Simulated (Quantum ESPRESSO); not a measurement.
Simulation results for Ga3GeP4 (made-up cell)

Calculation on a made-up crystal cell, not a measurement: periodic Kohn-Sham density functional theory in plane waves with PseudoDojo standard norm-conserving scalar-relativistic pseudopotentials, each functional with its own files (v0.5 for PBE, v0.4.1 for LDA and PBEsol), no spin polarisation, no spin-orbit coupling, atoms not relaxed, stress positive in tension, energies less a fixed whole-eV offset for each atom's element; levels are Kohn-Sham levels at fractions of this cell's reciprocal vectors, counted from the reference band (half the neutral cell's valence electrons, rounded up) at Gamma; error bars cover cutoff and k-mesh only, not smearing or the files; added strain carries the atoms with the cell, and shear is the tensor component; each bar is the largest change over components, and at least 0.002 eV, 0.002 eV per angstrom or 0.02 GPa; energies are for the whole cell, and the offsets were chosen from early runs and are not element reference energies. Program: Quantum ESPRESSO 7.5.

```yaml
- formula: Ga3GeP4
  kind: "made-up cell"
  structure:
    cell_angstrom:
      - [5.8175, -0.0488, -0.0022]
      - [-0.0488, 5.8367, 0.0967]
      - [-0.0022, 0.0967, 5.9398]
    atoms_fractional:
      - [Ga, -0.00128, 0.01149, 0.00284]
      - [Ge, -0.00097, 0.51106, 0.49909]
      - [Ga, 0.50577, -0.01031, 0.51158]
      - [Ga, 0.4932, 0.49809, 0.00091]
      - [P, 0.25972, 0.25282, 0.25779]
      - [P, 0.25657, 0.74294, 0.74666]
      - [P, 0.75507, 0.24557, 0.74683]
      - [P, 0.75102, 0.75669, 0.25288]
  given:
    lattice_type: "zincblende/diamond"
    functional: pbe
    "cutoff [eV]": 1088
    "fermi_dirac_smearing [eV]": 0.1
    "scf_tolerance [eV]": 1.0e-07
    electrons_removed: 0
    k_mesh: "6 x 6 x 6, shifted by half a step"
    atom_site: [1, 2, 3, 4, 5, 6, 7, 8]
    "atom_energy_offset [eV]": [-2080, -2430, -2080, -2080, -189, -189, -189, -189]
  results:
    "free_energy_less_offsets [eV]": -2.093
    "smearing_term_minus_ts [eV]": -0.0683
    scf_iterations: 11
    "pressure [GPa]": -6.875
    "stress_xx [GPa]": 6.447
    "stress_yy [GPa]": 6.65
    "stress_zz [GPa]": 7.527
    "stress_yz [GPa]": 1.282
    "stress_xz [GPa]": -0.07136
    "stress_xy [GPa]": -0.5467
    force_site: [1, 2, 3, 4, 5, 6, 7, 8]
    "force_x [eV/angstrom]": [0.3843, 0.2699, 0.1121, 0.4172, -0.2598, -0.2998, -0.3259, -0.2979]
    "force_y [eV/angstrom]": [-0.1507, -0.3991, 0.2729, -0.03905, -0.2835, 0.3682, 0.21, 0.0214]
    "force_z [eV/angstrom]": [0.07821, -0.1304, -0.3715, 0.006448, -0.1098, 0.5271, 0.2933, -0.2935]
    "fermi_level [eV]": 1.258
    reference_band: 37
    level_k_point: [Gamma, "(1/2,1/2,1/2)", "(0.15,0,0)", "(0,0.15,0)", "(0,0,0.15)"]
    "next_band_up [eV]": [1.409, 0.8478, 1.536, 1.528, 1.578]
    "error_bar_energy [eV]": 0.002852
    "error_bar_stress [GPa]": 0.02
    "error_bar_force [eV/angstrom]": 0.006595
    "error_bar_next_band_up [eV]": 0.002
    "error_bar_fermi_level [eV]": 0.03451
    error_bars_from: "tighter rerun of a related cell"
```
